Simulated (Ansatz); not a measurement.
TiC:
Space group Fm-3m (No. 225); a = 4.333 Å, b = 4.333 Å, c = 4.333 Å, α = 90.00°, β = 90.00°, γ = 90.00°

| atom | site | symmetry | x | y | z |
|---|---|---|---|---|---|
| Ti | 4a | m-3m | 0.0000 | 0.0000 | 0.0000 |
| C | 4b | m-3m | 0.5000 | 0.5000 | 0.5000 |
(The calculation used a cell of 2 atoms; values per cell refer to that cell.)

Relaxed with PBE.

**Question.** Tabulate the valence density and the electron localisation function along the shortest Ti–Ti contact (3.06 Å), the program Ansatz at the PBE level (PAW).

**Answer.** 

| distance from Ti (Å) | density (e/Å³) | ELF |
|---|---|---|
| 0.31 | 8.66 | 0.30 |
| 0.46 | 6.14 | 0.59 |
| 0.61 | 3.25 | 0.62 |
| 0.77 | 1.28 | 0.42 |
| 0.92 | 0.49 | 0.16 |
| 1.07 | 0.28 | 0.09 |
| 1.23 | 0.22 | 0.12 |
| 1.38 | 0.21 | 0.19 |
| 1.53 | 0.20 | 0.22 |
| 1.69 | 0.21 | 0.19 |
| 1.84 | 0.22 | 0.12 |
| 1.99 | 0.28 | 0.09 |
| 2.14 | 0.49 | 0.16 |
| 2.30 | 1.28 | 0.42 |
| 2.45 | 3.25 | 0.62 |
| 2.60 | 6.14 | 0.59 |
| 2.76 | 8.66 | 0.30 |

The density is the valence pseudo-density with augmentation charge, so density and ELF within about 1 Å of a nucleus are not all-electron values.

The cell was relaxed with PBE under the symmetry of its start; phonons on a q-mesh show no instability. The run is not spin-polarised.

Potentials: the later of the program's two PAW sets.
